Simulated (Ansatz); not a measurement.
**Step by step: Ta, relaxation of cell and atoms**

Computed with DFT, LDA, all-electron LAPW, scalar-relativistic (Ansatz 0.2.0).

Command: `ansatz run input.yaml --threads 1 --pin off --max-ram 2048MiB --backend cpu --events-out ev --progress --plain --runs-dir out` The run took 30 s on 1 thread of Arm Neoverse V1 (shared host).

```yaml
crystal:
  lattice:
    - [0.0, 2.0669266894, 2.0669266894]
    - [2.0669266894, 0.0, 2.0669266894]
    - [2.0669266894, 2.0669266894, 0.0]
  atoms:
    - { symbol: Ta, position: [0.0, 0.0, 0.0] }
kpoints:
  mp_grid: { grid: [13, 13, 13] }
scf:
  occupations: { method: fermi_dirac, width: 0.05 }
hamiltonian:
  xc: lda
  pseudopotentials: { kind: all_electron, lapw: { basis_error: 0.001 } }
output:
  forces: true
  stress: true
relax:
  f_tol: 0.005
  max_steps: 80
  cell: {}
```

No spin–orbit coupling, which matters for the heavy atoms here.

The geometry is COD entry 1534932, unchecked; take it as a test cell. The listed cell was then made from it by scaling, straining or moving an atom.

Each frame lists the cell vectors (Å), then Cartesian positions (Å); symmetry keeps all forces zero. Free energies count from the first step, -424319.3625 eV.

The walk took 4 evaluations in all; steps that aren't listed are left out.

Step 1: E = 0.0 meV, P = 0.98 GPa

```
cell 0.0000 2.0669 2.0669 2.0669 0.0000 2.0669 2.0669 2.0669 0.0000
Ta    0.0000    0.0000    0.0000
```

Step 2:

```
cell 0.0000 2.0797 2.0797 2.0797 0.0000 2.0797 2.0797 2.0797 0.0000
Ta    0.0000    0.0000    0.0000
```

Question: Give the energy, pressure of step 2.

Answer: E = +2.0 meV, P = -2.85 GPa, step rejected
```
Ta    0.0000    0.0000    0.0000
```

Question: How does the relaxation end?

Answer: It converges, with a = 4.140 Å, b = 4.140 Å, c = 4.140 Å, α = 90.00°, β = 90.00°, γ = 90.00° (conventional cell, space group Fm-3m). The last solve (on a basis chosen afresh for the final cell, so its energy is not quite comparable) gives E = -0.2 meV, P = -0.02 GPa:
```
cell 0.0000 2.0702 2.0702 2.0702 0.0000 2.0702 2.0702 2.0702 0.0000
Ta    0.0000    0.0000    0.0000
```
